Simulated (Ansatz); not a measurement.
**Equation of state of Si**

```cif
data_structure
_symmetry_space_group_name_H-M 'Fd-3m:1'
_symmetry_Int_Tables_number 227
_cell_length_a 5.4309
_cell_length_b 5.4309
_cell_length_c 5.4309
_cell_angle_alpha 90.000
_cell_angle_beta 90.000
_cell_angle_gamma 90.000
_cell_volume 160.19
loop_
_atom_site_label
_atom_site_type_symbol
_atom_site_symmetry_multiplicity
_atom_site_Wyckoff_symbol
_atom_site_fract_x
_atom_site_fract_y
_atom_site_fract_z
_atom_site_occupancy
Si1 Si 8 a 0.50000 0.00000 0.50000 1
```

The runs use the primitive cell with vectors (0.000, 2.715, 2.715), (2.715, 0.000, 2.715), (2.715, 2.715, 0.000) Å, to which the k mesh refers.

Structure: COD 9011998, as refined from experiment and not relaxed.

Methods: DFT, LDA, all-electron LAPW, scalar-relativistic (Ansatz 0.2.0); DFT, LDA, PAW with Ansatz's default frozen-core files, scalar-relativistic (Ansatz 0.2.0).

For LAPW: a Γ-centred 11×11×11 k mesh, Fermi–Dirac smearing of 0.08 eV, basis error target 0.25 meV/atom, no spin polarisation. PAW takes a cutoff of 420 eV at this cell (files made with PBE, cores remade for this functional). The Ansatz runs share mesh, smearing and spin set-up. Plane-wave (PAW) pressures include the program's estimate of the Pulay term.

The cell above is scaled evenly, with fractional coordinates and shape held.

```
V/V(cell)  V (Å³/atom)  P, LAPW (GPa)  P, PAW (GPa)  gap on the k mesh, LAPW (eV)  free energy over the lowest listed, PAW (meV/atom)
   0.9400       18.822           4.78          4.86                          0.38                                                12.8
   0.9405       18.832           4.72          4.80                          0.38                                                12.5
   0.9600       19.222           2.44          2.51                          0.42                                                 3.6
   0.9700       19.423           1.36          1.43                          0.44                                                 1.1
   0.9800       19.623           0.34          0.40                          0.46                                                 0.0
   0.9900       19.823              ?             ?                             ?                                                   ?
   1.0000       20.023          -1.55         -1.50                          0.50                                                 1.4
   1.0100       20.224          -2.43         -2.37                          0.51                                                 3.8
   1.0200       20.424          -3.25         -3.21                          0.53                                                 7.3
   1.0300       20.624          -4.04         -3.99                          0.55                                                11.8
   1.0400       20.824          -4.78         -4.74                          0.56                                                17.3
   1.0600       21.225          -6.15         -6.11                          0.59                                                30.9
```

Task: Fill in the row V/V(cell) = 0.9900.

Result: P, LAPW (GPa) = -0.63, P, PAW (GPa) = -0.57, gap on the k mesh, LAPW (eV) = 0.48, free energy over the lowest listed, PAW (meV/atom) = 0.1.

Task: What do Birch–Murnaghan fits to the pressures give?

Result: LAPW: V0 = 19.69 Å³/atom, B0 = 96 GPa, B0′ = 4.3; PAW: V0 = 19.70 Å³/atom, B0 = 96 GPa, B0′ = 4.3.

PAW's V0 lies 0.06 % from the all-electron value and its B0 0.1 %. Symmetry fixes shape and coordinates here, so this is the relaxed modulus.
